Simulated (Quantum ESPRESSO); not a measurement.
```cif
data_PbSe
_chemical_formula_sum 'Se1 Pb1'
_space_group_name_H-M_alt 'P 1'
_space_group_IT_number 1
_cell_length_a 4.31083
_cell_length_b 4.31083
_cell_length_c 4.31083
_cell_angle_alpha 60.000
_cell_angle_beta 60.000
_cell_angle_gamma 60.000
loop_
_space_group_symop_operation_xyz
  'x, y, z'
loop_
_atom_site_label
_atom_site_type_symbol
_atom_site_fract_x
_atom_site_fract_y
_atom_site_fract_z
_atom_site_occupancy
Se1 Se 0.50000 0.50000 0.50000 1
Pb1 Pb 0.00000 0.00000 0.00000 1
```

Cell and atoms were relaxed with PBEsol from Materials Project entry mp-2201, within its symmetry.

Problem. What does PBE (stringent potentials; Quantum ESPRESSO, PseudoDojo norm-conserving, 104 Ry, scalar-relativistic) give for the electronic structure near the Fermi level?

Solution. The PBE gap is direct, 0.25 eV at L. Spin-orbit coupling is left out; with 6p states at a band edge it can lower the gap by many tenths of an eV, most of a small gap. So small a PBE gap in heavy elements may be inverted, where one-shot corrections to single bands mislead.
